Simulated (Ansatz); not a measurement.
ZrMo:
```xyz
4
Lattice="1.5907 -5.9445 0.0000 1.5907 5.9445 0.0000 0.0000 0.0000 4.0235" Properties=species:S:1:pos:R:3 pbc="T T T"
Zr     1.5907    -2.0150     1.0059
Mo     1.5907    -5.2378     1.0059
Zr     1.5907     2.0150     3.0176
Mo     1.5907     5.2378     3.0176
```

Relaxed with PBEsol. Special points in fractions of this cell's reciprocal vectors: Γ (0.000, 0.000, 0.000); Y (-0.500, 0.500, 0.000); C0 (-0.268, 0.732, 0.000); Σ0 (0.268, 0.268, 0.000); Z (0.000, 0.000, 0.500); A0 (0.268, 0.268, 0.500); E0 (-0.268, 0.732, 0.500); T (-0.500, 0.500, 0.500); S (0.000, 0.500, 0.000); R (0.000, 0.500, 0.500).

Problem. List the band energies nearest the Fermi level at these points for PBEsol in the plane-wave PAW code Ansatz.

Solution. In eV from the Fermi level; about four levels below and three above (degenerate sets whole), none deeper than 8.9 eV; points with the same levels are listed once.

```csv
k,below,above
Γ,-2.03 -2.02 -1.54 -1.21,0.16 0.21 0.22
Y,-1.99 -1.42 -1.34 -0.04,0.12 0.19 0.44
C0,-2.60 -2.12 -1.75 0.00,0.26 0.61 0.86
Z,-1.13 -1.13 -0.48 -0.48,0.59 0.59 1.30 1.30
A0,-0.87 -0.87 -0.48 -0.48,1.04 1.04 1.56 1.56
T,-1.44 -1.44 -1.28 -1.28,0.19 0.19 1.13 1.13
S,-2.67 -1.84 -1.56 -0.34,0.12 0.74 1.01
R,-0.73 -0.73 -0.50 -0.50,1.00 1.00 1.72 1.72
```

Space group Cmcm. The start of the workflow was typed in or built on a structure type; neither database checked (COD, Materials Project) lists it. Its standing as an ambient phase is unchecked. The PBEsol relaxation kept the symmetry of its start; whether a distortion lowers the energy is not shown. The run is not spin-polarised. Its formation energy is positive at this level, so the cell may be metastable or incomplete. Scalar-relativistic: spin–orbit coupling is off unless named, which matters more the heavier the elements.

Potentials: the later of the program's two PAW sets.
